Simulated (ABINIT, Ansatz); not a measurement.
Given: the input of a run of ABINIT 10.8.3 (patched build) on CaIrN2. The cell comes from a database or a generator and needn't be the stable form of this composition.

run.abi

```
# Pseudopotentials
pp_dirpath "./"
pseudos "Ir.GGA_PBE-JTH.xml, Ca.GGA_PBE-JTH.xml, N.GGA_PBE-JTH.xml"

# Structure
structure "poscar:POSCAR"
natom 4

# Plane-wave basis
ecut 26.0
pawecutdg 48.0
pawxcdev 0

# k points
kptopt 1
ngkpt 9 9 9
nshiftk 1
shiftk 0.0 0.0 0.0

# Exchange and correlation
ixc 11

# Bands and occupations
nband 22
occopt 3
tsmear 0.00183747

# SCF cycle
nstep 100
tolvrs 1.0e-9

# Output
iomode 3
prtwf 0
prteig 0
prtebands 0
prtden 1
prtvha 1
prtvclmb 1
prtpot 1
```

POSCAR

```
CaIrN2
1.0
    1.6488500006      0.9519639917      5.0094002244
   -1.6488500006      0.9519639917      5.0094002244
    0.0000000000     -1.9039279834      5.0094002244
Ir Ca N
1 1 2
Direct
    0.5000000000      0.5000000000      0.5000000000  Ir
    0.0000000000      0.0000000000      0.0000000000  Ca
    0.2308810000      0.2308810000      0.2308810000  N
    0.7691190000      0.7691190000      0.7691190000  N
```

Potentials or basis: JTH PAW PBE v2.0.

Command:

```console
$ abinit run.abi > log 2>&1
```

Task: Set up the same calculation for Ansatz 0.2.0. Potentials or basis there: Ansatz PAW, cutoff 420 eV.

Result: As run (cutoffs and basis follow the program's own potentials, and thresholds, step limits or extra output files can differ):

File input.yaml:

```yaml
crystal:
  lattice:
    - [1.6488500006, 0.9519639917, 5.0094002244]
    - [-1.6488500006, 0.9519639917, 5.0094002244]
    - [0.0, -1.9039279834, 5.0094002244]
  atoms:
    - { symbol: Ir, position: [0.5, 0.5, 0.5] }
    - { symbol: Ca, position: [0.0, 0.0, 0.0] }
    - { symbol: "N", position: [0.230881, 0.230881, 0.230881] }
    - { symbol: "N", position: [0.769119, 0.769119, 0.769119] }
hamiltonian:
  xc: pbe
  pseudopotentials: { kind: paw }
kpoints:
  mp_grid: { grid: [9, 9, 9] }
scf:
  occupations: { method: fermi_dirac, width: 0.05 }
output:
  forces: true
  stress: true
  eigenvalues: true
```

Potentials or basis: Ansatz PAW.

The run is started by

```console
$ ansatz run input.yaml --threads 2 --pin off --max-ram 5120MiB --backend cpu --events-out ev --progress --plain --runs-dir out
```

Both were run:

|  | ABINIT | Ansatz |
| --- | --- | --- |
| Pressure | -1.6 GPa | -1.6 GPa |
| Largest force | 0.054 eV/Å | 0.057 eV/Å |

Ansatz's pressure holds a Pulay term of +0.42 GPa for its cutoff of 420 eV, which the other run lacks.

The potentials hold 35 and 37 valence electrons a cell.

Where Ansatz's input types no cutoff or centring, it takes its own default and a Γ-centred mesh.

Pressure is positive in compression.
